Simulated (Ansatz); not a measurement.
**Sr2LiCI3N2 — 87Sr NMR of the central transition**

Cell: a measured structure from the Crystallography Open Database (COD), its atoms then relaxed with PBE in this cell.

Space group Fd-3m:1 (No. 227); a = 15.2312 Å.

```csv
site,Wyckoff,site symmetry,x,y,z
Li,16d,.-3m,0.1250,0.1250,0.6250
Sr,32e,.3m,0.6575,0.8425,0.1575
C,16c,.-3m,0.6250,0.3750,0.8750
I,48f,2.mm,0.1976,0.5000,0.0000
N,32e,.3m,0.6719,0.8281,0.3281
```

One atom of each set is listed; the run and its k-mesh use a cell of 36 atoms with edges of 10.77, 10.77, 10.77 Å.

Method: Kohn–Sham DFT in Ansatz, r2SCAN, plane waves and PAW, scalar-relativistic, 500 eV cutoff, Γ-centred 3×3×3 k-points, Fermi–Dirac smearing 0.02 eV.

87Sr has I = 9/2 and Q = 305.0 mb (Pyykkö 2018); at 35.2 T its Larmor frequency is ν₀ = 65.2 MHz. Only the quadrupole interaction is simulated: positions count from each site's isotropic chemical shift, and shift anisotropy, dipolar and J coupling are left out.

Simulated pattern of one Sr site (static powder, Gaussian broadening 4 kHz):

```csv
offset (kHz),height
-47.37,2
-45.43,21
-43.48,71
-41.53,100
-39.59,81
-37.64,62
-35.69,52
-33.74,46
-31.80,42
-29.85,39
-27.90,37
-25.95,35
-24.01,34
-22.06,33
-20.11,32
-18.16,31
-16.22,31
-14.27,30
-12.32,30
-10.37,30
-8.43,29
-6.48,29
-4.53,29
-2.59,29
-0.64,27
1.31,24
3.26,23
5.20,24
7.15,25
9.10,26
11.05,28
12.99,30
14.94,33
16.89,37
18.84,44
20.78,57
22.73,71
24.68,51
26.62,15
28.57,1
```

**Question.** Which |C_Q| and η does the pattern imply?

**Answer.** The pattern spans 67.2 kHz before broadening and its centre of gravity is at -12.9 kHz, which fixes P_Q; the places of the horns and steps fix η. That gives P_Q = 24.6 MHz, |C_Q| = 24.6 MHz and η = 0.00. The sign of C_Q can't be read from the pattern.

An axis of threefold or higher order runs through Sr, so V_zz lies along it and η is zero.

The largest force is 0.6 eV/Å, so the atoms aren't at the calculated equilibrium and relaxing them would move these values. Without spin–orbit coupling the gradients at and beside I can be off by some per cent, at some sites by more.
